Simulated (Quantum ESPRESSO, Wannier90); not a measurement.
Wannierisation of WO₃ (P4/nmm)

```xyz
8
Lattice="5.3250 0.0000 0.0000 0.0000 5.3250 0.0000 0.0000 0.0000 3.9445" Properties=species:S:1:pos:R:3 pbc="T T T"
W      2.6625     0.0000    -0.2571
W      0.0000     2.6625     0.2571
O      2.6625     0.0000     1.9296
O      0.0000     2.6625    -1.9296
O      1.3313     1.3313     0.0000
O      1.3313    -1.3313     0.0000
O     -1.3313    -1.3313     0.0000
O     -1.3313     1.3313     0.0000
```

Structure: Materials Project mp-19443, symmetrised, not relaxed again. COD (Crystallography Open Database) has the formula in 6 space groups, this one among them (matched by group alone). Level: PBEsol, no spin polarisation, no spin-orbit coupling; pw.x of Quantum ESPRESSO at 68 Ry with PseudoDojo potentials, 6×6×6 k-points, Wannier90. Density: 6×6×8 mesh, Gaussian smearing 0.01 Ry. Spin-orbit coupling is left out although heavy elements are present.

Bands 15-32 form an isolated set from -7.17 to 0.00 eV relative to the valence-band maximum (on the path) and are turned into 18 Wannier functions by minimising the spread from the start: atomic waves O 2p.

Task: Where do the functions sit, how wide are they and what are they made of?

Result: 
```tsv
functions	spread (Å²)	nearest atom, distance (Å)	second atom, distance (Å)	weight on atomic waves
2	1.32	O 0.06	W 1.70	O 2p 75 %, W 5d 16 %
4	1.18	O 0.27	W 1.49	O 2p 78 %, W 5d 20 %
4	1.21	O 0.00	W 1.90	O 2p 83 %, W 5d 14 %
8	1.39	O 0.00	W 1.90	O 2p 77 %, W 5d 17 %
```

Ω_I = 22.56 Å², Ω_total = 23.31 Å²; the interpolated bands follow pw.x to 1.5 meV rms on the path. Only this start was tried; a symmetric start can stop on a saddle, and mixtures of these functions could lower the total by at most Ω_total − Ω_I.
